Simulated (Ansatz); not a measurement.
Given:

GaCuSe2 (chalcopyrite)

```xyz
8
Lattice="-2.8359 2.8359 5.6313 2.8359 -2.8359 5.6313 2.8359 2.8359 -5.6313" Properties=species:S:1:pos:R:3 pbc="T T T"
Cu     0.0000     2.8359     2.8156
Cu     0.0000     0.0000     0.0000
Ga     2.8359     0.0000     2.8156
Ga     0.0000     0.0000     5.6313
Se     1.4180     1.3828    -1.4078
Se     1.4180     1.4531     4.2234
Se     1.4531    -1.4180     7.0391
Se     1.3828     4.2539     1.4078
```

This relaxed cell (volume V₀) is scaled evenly in all directions, its shape held. The atoms relax within the cell's symmetry.

These are PBE (plane waves to 420 eV, PAW, scalar-relativistic; Ansatz, an electronic-structure program) values and carry that method's errors. k mesh 8×8×8 (Γ-centred), Fermi-Dirac smearing 0.05 eV. Energies are smeared free energies. Stress and pressure are positive under compression. With the shape held, the modulus is that of even scaling; a crystal free to change shape is softer. At this level the bands of GaCuSe2 touch or barely overlap; measurements give the solid a gap. GaCuSe2 is run without spin polarisation. GaCuSe2 was relaxed with its symmetry unable to fall. ΔE is measured from the relaxed starting cell.

The scan covers V/V₀ from 0.840 to 1.160 in 11 points.

**Question.** What is the fitted pressure derivative B₀′?

**Answer.** 4.9.

**Question.** What bulk modulus at fixed cell shape B₀ follows from a third-order Birch-Murnaghan fit?

**Answer.** 60.1 GPa.

(Under strain, the slope of the energy per volume gives the stress and its curvature an elastic modulus.)
